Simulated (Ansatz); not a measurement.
FeSb2 in space group Pnnm (No. 58; Fe on 2a, Sb on 4g), PBEsol (plane waves, PAW; program Ansatz), all energies at zero smearing, with the estimated change up to a 700 eV cutoff added, with one set of potentials and settings (totals compare only within such a set). Cell of 6 atoms (2 Fe, 4 Sb): -34530.615 eV.

```json
[
 {"element": "Fe", "reference phase": "Im-3m, 1 atoms in the cell, spin-polarised", "E (eV/atom)": "-4448.8520"},
 {"element": "Sb", "reference phase": "R-3m, 2 atoms in the cell", "E (eV/atom)": "-6408.0873"}
]
```

Formation energy per atom, worked out: (-34530.615 − 2×(-4448.8520) − 4×(-6408.0873))/6 = -0.094 eV/atom (-9 kJ per mol of atoms), at 0 K, without zero-point energy or fitted corrections.

The workflow started from a Materials Project entry (that database holds measured and hypothetical structures alike); the Crystallography Open Database files this formula in space group No. 58, but the cells were not matched. Its standing as an ambient phase is unchecked. The cell was relaxed with PBEsol under the symmetry of its start; of distortions, only those at the zone centre were tested. The workflow began spin-polarised and lost its moments. The references are the lowest solids computed at this level, not always the standard phases. Spin–orbit coupling is left out wherever it is not named.

Potentials: the later of the program's two PAW sets.
